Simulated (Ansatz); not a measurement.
Given:

BAs:
```cif
data_As4B4
_chemical_formula_sum 'B4 As4'
_space_group_name_H-M_alt 'P42/mnm'
_space_group_IT_number 136
_space_group_name_Hall '-P 4n 2n'
_cell_length_a 5.85668
_cell_length_b 5.85668
_cell_length_c 3.37154
_cell_angle_alpha 90.000
_cell_angle_beta 90.000
_cell_angle_gamma 90.000
loop_
_atom_site_label
_atom_site_type_symbol
_atom_site_symmetry_multiplicity
_atom_site_Wyckoff_symbol
_atom_site_fract_x
_atom_site_fract_y
_atom_site_fract_z
_atom_site_occupancy
B1 B 4 g 0.17727 0.17727 0.50000 1
As1 As 4 f 0.31838 0.31838 0.00000 1
```

This is the r²SCAN-relaxed structure.

Problem. All from r²SCAN (plane waves, PAW; program Ansatz), unless another level is named. Give the electron effective mass.

Solution. 0.33, 0.33, 0.45 mₑ (principal values).

Problem. Give the valence-band maximum.

Solution. at Γ.

Problem. Predict the weight of the conduction-edge state by species (Voronoi cells).

Solution. B 54 %, As 46 %.

Space group P4_2/mnm. The start of the workflow was typed in or built on a structure type; neither database checked (COD, Materials Project) lists it. It is not the phase usual at ambient conditions (space group No. 216). Symmetry was held in the r²SCAN relaxation; whether a distortion lowers the energy is not shown. Spin–orbit coupling is left out wherever it is not named.

Potentials: the later of the program's two PAW sets.

Edges and masses are those of Kohn–Sham bands, whose gap is no quasiparticle gap.
